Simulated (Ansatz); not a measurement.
La2O3 (La2O3 or Ni2Al3 type, P-3m1), the program Ansatz at the PBE level (PAW). The conduction-band minimum lies at M, with 3 equivalent valleys. Second derivatives d²E/dk² of the lowest band at one valley (eV·Å²), along Cartesian directions:

```
direction  d²E/dk²
---------  -------
[100]        3.226
[010]        3.990
[001]        8.023
[110]        3.610
[101]        5.626
[011]        2.211
```

### Question
Find the principal effective masses, the density-of-states mass and the conductivity mass.

### Answer
Off-diagonal terms follow from H_xy = H[110] − (H_xx + H_yy)/2, and m*/mₑ = 7.620 eV·Å² over each eigenvalue: 0.74, 2.4, 4.5. One valley's DOS mass (m₁m₂m₃)^(1/3) = 2.0, conductivity mass 3/(Σ 1/mᵢ) = 1.5 mₑ.

### Question
What effective density of states Nc follows at 300 K for parabolic valleys?

### Answer
Nc = 2.509e19 × 3 × (2.0)^(3/2) ≈ 2.1e20 cm⁻³.

### Question
With the computed static dielectric constant 30.8 (mean of the diagonal), estimate a hydrogenic donor's binding energy and radius.

### Answer
E = 13.606 eV × 1.5/30.8² ≈ 22 meV; a = 0.529 Å × ε/m* ≈ 11 Å. Semilocal masses tend to be too small where the gap is.

Symmetry was held in the PBE relaxation; phonons on a q-mesh show no instability. Scalar-relativistic: spin–orbit coupling is off unless named, which matters more the heavier the elements.

Potentials: the later of the program's two PAW sets.
